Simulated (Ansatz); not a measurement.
**Pd: stiffness from a series of strains**

```xyz
1
Lattice="0.0000 1.9449 1.9449 1.9449 0.0000 1.9449 1.9449 1.9449 0.0000" Properties=species:S:1:pos:R:3 pbc="T T T"
Pd    0.0000    0.0000    0.0000
```

Conventional cell: a = 3.890 Å, b = 3.890 Å, c = 3.890 Å, α = 90.00°, β = 90.00°, γ = 90.00°. Around Pd (atom 1) lie 12 Pd at 2.75 Å.

The cell comes from COD entry 9008478, which wasn't checked; take it as a given geometry.

Spin polarisation is left out, and whether a magnetic state lies lower isn't shown here.

Level of theory: Ansatz 0.2.0, DFT, LDA, all-electron LAPW, scalar-relativistic.

Numerical set-up: a Γ-centred 18×18×18 k mesh, Fermi–Dirac smearing of 0.05 eV, basis error target 0.25 meV/atom, no spin polarisation.

The strain is applied along the Cartesian axes of the cell as listed (the other components stay zero). Fractional coordinates are held (clamped ions).

σ is the change of stress from the unstrained cell, which is at -8.05 GPa; tension is positive, so slopes are stress–strain coefficients at that pressure. In a metal the k mesh adds noise.

Only quantities that a quadratic follows smoothly over the whole series are listed; rougher ones are left out.

| εzz | σzz (GPa) | σxx (GPa) |
| --- | --- | --- |
| -0.0300 | -7.35 | -5.54 |
| -0.0200 | -4.76 | -3.54 |
| -0.0100 | -2.31 | -1.70 |
| 0.0000 | 0.00 | 0.00 |
| 0.0200 | 4.19 | 3.01 |
| 0.0300 | 6.07 | 4.34 |

(1) Fit the series and read off the stiffness at zero strain.

(2) One run, at εzz = 0.0100, is withheld. Predict its row.

Answers

(1) Least-squares fits y = p0 + p1 x + p2 x² to the rows give σzz (GPa): p1 = 224, p2 = -710; σxx (GPa): p1 = 164, p2 = -670. So C11 = 224 GPa and C12 = 164 GPa, which gives B = (C11 + 2 C12)/3 = 184 GPa.

(2) The fits give 2.17, 1.58; the run gave 2.17, 1.56.
